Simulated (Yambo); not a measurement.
## How GW settings move the gap: KTaO₃

G0W0@PBEsol for KTaO₃ (cubic perovskite, space group Pm-3m, No. 221) in Yambo. Reference settings: 4×4×4 Γ-centred k mesh, bands 5 to 200 and a 7 Ry block in the screening, 200 bands in G with the Bruneval-Gonze terminator, plasmon pole fitted at 27.2 eV. The PBEsol gap R → Γ on this mesh is 2.00 eV; G0W0 gaps are taken between the same points.

```csv
change from the reference,G0W0 gap R → Γ (eV),shift of the valence edge (eV),rough Yambo cost
reference settings,3.62,-0.46,1
"88 bands in W, 88 bands in G",3.80,-0.26,about 1/3
"134 bands in W, 134 bands in G",3.68,-0.38,within a factor of two
88 bands in G,3.67,-0.43,–
134 bands in G,3.63,-0.46,–
1 Ry block,4.29,-0.81,within a factor of two
pole fitted at 15 eV,3.62,-0.40,–
2×2×2 mesh,3.49,-0.32,about 1/10
"134 bands in G, no terminator",3.59,-0.01,–
no terminator,3.58,-0.21,–
```

The reference isn't shown to be the converged limit. Costs are rough (shared machines), scaled to the same edge states, and given only for runs that recompute the screening.

The cell is held in this high symmetry; tilts and polar distortions were not searched.

Spin-orbit coupling is included.

Geometry of the Materials Project entry, not relaxed at this level; primitive cell a = b = c = 3.995 Å, α = β = γ = 90.00°.

A shift is the quasiparticle energy of the state minus its PBEsol energy.
